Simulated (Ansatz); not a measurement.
Hf (hcp, Mg type)

```
CELL_PARAMETERS angstrom
      3.20421     0.00000     0.00000
     -1.60210     2.77493     0.00000
      0.00000     0.00000     5.06906
ATOMIC_POSITIONS crystal
  Hf 0.33333 0.66667 0.75000
  Hf 0.66667 0.33333 0.25000
```

The volume is varied about the relaxed value V₀ at fixed cell shape. Symmetry pins the atoms to their sites.

The numbers are results of PBE (plane waves to 420 eV, PAW, scalar-relativistic; Ansatz, an electronic-structure program), not measurements. k mesh 17×17×9 (Γ-centred), Fermi-Dirac smearing 0.05 eV. E stands for the smeared free energy. Compression counts positive. With the shape held, the modulus is that of even scaling; a crystal free to change shape is softer. Hf is run without spin polarisation. Hf was relaxed with its symmetry unable to fall. Spin-orbit coupling is left out, though Hf is heavy. ΔE is measured from the relaxed starting cell. The last digit holds for this mesh only.

```
V (Å³/atom)  ΔE (meV/atom)
-----------  -------------
18.930               248.4
19.831            withheld
20.733                54.5
21.634                12.8
22.536                 0.0
23.437                11.4
24.338                43.0
25.240                91.6
26.141               154.4
```

Q: Fit a third-order Birch-Murnaghan form (E₀, V₀, B₀, B₀′ free) to the given rows and predict ΔE at V = 19.831.

A: Least squares on the 8 given rows: ΔE = E₀ + (9V₀B₀/16)·y²·[2 + (B₀′ − 4)y], y = (V₀/V)^(2/3) − 1, with V₀ = 22.536 Å³/atom, B₀ = 107.1 GPa (160.2 GPa = 1 eV/Å³; the term in eV is multiplied by 1000), B₀′ = 3.43, E₀ = 0.02 meV/atom; root-mean-square residual 0.04 meV/atom. At 19.831 the fit gives 130.8 meV/atom; the calculation gives 130.8 meV/atom, the same to the digits shown. For the pressure the fit gives 17.0 GPa against the computed 17.0 GPa.

(Under strain, the slope of the energy per volume gives the stress and its curvature an elastic modulus.)
